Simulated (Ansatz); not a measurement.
The start is a generated trial cell of CsPbBr3 in the GdFeO3 structure type. Cell shape, volume and atoms are optimised at zero target pressure with PBEsol (plane waves to 420 eV, PAW, scalar-relativistic; Ansatz, a first-principles code). The first steps use a coarse 3×2×3 k-mesh.

Initial structure:
```
CELL_PARAMETERS angstrom
      8.23748     0.00000     0.00000
      0.00000    11.62308     0.00000
      0.00000     0.00000     8.20999
ATOMIC_POSITIONS crystal
  Cs 0.48770 0.25000 0.99160
  Cs 0.98770 0.25000 0.50840
  Cs 0.51230 0.75000 0.00840
  Cs 0.01230 0.75000 0.49160
  Pb 0.00000 0.00000 0.00000
  Pb 0.50000 0.50000 0.50000
  Pb 0.00000 0.50000 0.00000
  Pb 0.50000 0.00000 0.50000
  Br 0.03130 0.25000 0.05860
  Br 0.53130 0.25000 0.44140
  Br 0.96870 0.75000 0.94140
  Br 0.46870 0.75000 0.55860
  Br 0.28800 0.53700 0.21300
  Br 0.78800 0.96300 0.28700
  Br 0.71200 0.03700 0.78700
  Br 0.21200 0.46300 0.71300
  Br 0.71200 0.46300 0.78700
  Br 0.21200 0.03700 0.71300
  Br 0.28800 0.96300 0.21300
  Br 0.78800 0.53700 0.28700
```

**Question.** Which atoms feel the largest initial force, and how large is it?

**Answer.** 0.19 eV/Å, on Cs1, Cs2, Cs3, Cs4 (atoms numbered as listed).

**Question.** How much energy is released per atom?

**Answer.** 0.009 eV/atom.

**Question.** How does the volume per atom move from start to end?

**Answer.** -0.8 %, from 39.30 to 38.97 Å³/atom.

**Question.** How do the shortest distances between atoms change?

**Answer.** The closest pairs of elements (up to four, under 3.6 Å), start → end: Br–Pb 2.96 → 2.97 Å; Br–Cs 3.52 → 3.61 Å.

The space group stays Pnma (No. 62) (the run could not lower it); the end is AFLOW prototype AB3C_oP20_62_c_cd_a (as in CaTiO3), with 20 atoms in the primitive cell. Final values are on a 3×3×4 k-mesh of the relaxed cell. No spin polarisation in the result.

The run could not lose the symmetry of its start.

The first start was generated by placing the elements on the sites of a structure type. A measured structure of CsPbBr3 has the same space group, Pnma (No. 62); the sites were not compared with it.
